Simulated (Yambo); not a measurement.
**How GW settings move the gap: K2PtH6**

G0W0@PBEsol for K2PtH6 (space group Fm-3m, No. 225) in Yambo. Reference settings: 2×2×2 Γ-centred k mesh, bands 5 to 188 and a 7 Ry block in the screening, 188 bands in G with the Bruneval-Gonze terminator, plasmon pole fitted at 27.2 eV. The PBEsol gap L → X on this mesh is 3.90 eV; G0W0 gaps are taken between the same points.

| change from the reference | G0W0 gap L → X (eV) | shift of the valence edge (eV) | rough Yambo cost |
|---|---|---|---|
| reference settings | 6.31 | -1.56 | 1 |
| 70 bands in W, 70 bands in G | 6.23 | -1.27 | about 1/2 |
| 121 bands in W, 121 bands in G | 6.28 | -1.46 | within a factor of two |
| 70 bands in G | 6.28 | -1.49 | – |
| 121 bands in G | 6.31 | -1.54 | – |
| 87 bands in W | 6.25 | -1.39 | within a factor of two |
| 2 Ry block | 6.05 | -1.29 | within a factor of two |
| 3 Ry block | 6.10 | -1.36 | within a factor of two |
| 6 Ry block | 6.28 | -1.53 | within a factor of two |
| pole fitted at 10 eV | 6.22 | -1.42 | – |
| no random integration | 6.19 | -1.27 | – |
| 70 bands in G, no terminator | 6.27 | -1.11 | – |
| 121 bands in G, no terminator | 6.34 | -1.37 | – |
| no terminator | 6.34 | -1.48 | – |

The reference isn't shown to be the converged limit. Costs are rough (shared machines), scaled to the same edge states, and given only for runs that recompute the screening.

Without spin-orbit coupling, band edges of such heavy elements can be off by tenths of an eV.

Geometry of the Materials Project entry, not relaxed at this level; primitive cell a = 5.742 Å, b = 5.742 Å, c = 5.742 Å, α = 60.00°, β = 60.00°, γ = 60.00°.

The structure is a Materials Project entry; no match was found in the copy of COD used, and its stability was not checked.

A shift is the quasiparticle energy of the state minus its PBEsol energy.
